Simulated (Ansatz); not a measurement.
Sn (beta-Sn type, space group I4_1/amd)

```
CELL_PARAMETERS angstrom
     -2.91656     2.91656     1.57902
      2.91656    -2.91656     1.57902
      2.91656     2.91656    -1.57902
ATOMIC_POSITIONS crystal
  Sn 0.75000 0.25000 0.50000
  Sn 0.00000 0.00000 0.00000
```

In each cell atom 2 (Sn, nearest neighbour Sn at 3.022 Å; its periodic images, 3.2 Å or more away, move with it) moves by s·(-0.965, 0.000, -0.261) (towards the nearest neighbour), the rest being held.

All values below come from PBEsol (plane waves to 420 eV, PAW, scalar-relativistic; Ansatz, a quantum-chemistry and plane-wave program). k mesh 13×13×13 (Γ-centred), Fermi-Dirac smearing 0.05 eV. Energies are smeared free energies. With partly filled bands, energies and forces of such displacements shift with the k mesh and the smearing. Sn was relaxed with its symmetry unable to fall. The PAW data are Ansatz's earlier set. The zero of ΔE is the undisplaced structure.

```csv
s (Å),ΔE (eV/cell)
-0.910,2.187
-0.728,1.192
-0.546,0.587
-0.364,?
-0.182,?
0.000,0.000
0.182,0.067
0.364,0.314
0.546,0.881
0.728,?
0.910,4.113
```

Q: Complete the blanks.

A: 
- -0.364, ΔE (eV/cell): 0.236
- -0.182, ΔE (eV/cell): 0.058
- 0.728, ΔE (eV/cell): 2.009

(A displaced cell: forces are minus the slopes of the energy, force constants its curvatures, and phonons follow from these.)
